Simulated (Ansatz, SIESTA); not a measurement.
**Cd3Se: 3 runs at one level of theory**

```xyz
4
Lattice="-2.0410 2.0410 6.0871 2.0410 -2.0410 6.0871 2.0410 2.0410 -6.0871" Properties=species:S:1:pos:R:3 pbc="T T T"
Cd    0.0705    0.0134    6.0730
Cd    2.0410    0.0093    3.0861
Cd   -0.0166    2.0243    3.0658
Se    0.0394    0.0466    0.0112
```

The cell comes from a database or a generator and needn't be the stable form of this composition.

Atoms were shifted at random by some hundredths of an Å from the given cell, which wasn't relaxed again for these runs.

Alike in all runs: task single point; functional PBEsol; k mesh 9 × 9 × 9; occupations fermi-dirac, width 0.05 eV; no spin polarisation; no spin-orbit coupling. Pressure is positive in compression and, in plane waves, holds the error of the finite cutoff, which Ansatz's Pulay term estimates and takes out.

```tsv
program and potentials	plane-wave cutoff (eV)	notes	pressure (GPa)	largest force (eV/Å)	energy over the undisturbed cell (meV/atom)
Ansatz, Ansatz PAW	420	potentials made for PBE, which Ansatz adapts in part; Pulay term of +0.03 GPa included	-3.69	0.108	0.47
Ansatz, all-electron LAPW, scalar-relativistic	-	-	-3.69	0.108	-
SIESTA, files PseudoDojo sr-pbesol-0.4.1-standard, DZP (energy shift 0.003 Ry; two zetas on semicore shells)	-	atomic basis	-4.62	0.105	0.81
```

Force on atom 2 (Cd), eV/Å:

```csv
program and potentials,x,y,z
"Ansatz, Ansatz PAW",-0.059,-0.091,-0.006
"Ansatz, all-electron LAPW, scalar-relativistic",-0.059,-0.091,-0.006
"SIESTA, files PseudoDojo sr-pbesol-0.4.1-standard, DZP (energy shift 0.003 Ry; two zetas on semicore shells)",-0.054,-0.088,-0.016
```

The pressure spans -4.62 (SIESTA, files PseudoDojo sr-pbesol-0.4.1-standard, DZP (energy shift 0.003 Ry; two zetas on semicore shells)) to -3.69 GPa (Ansatz, all-electron LAPW, scalar-relativistic), with all-electron results at -3.69. Rows in atomic bases carry the error of their basis and grid, which can be large.

Differences between rows come from potentials, basis sets and numerical settings, since the functional is the same but for its coding. Runs on potential files found faulty are left out.
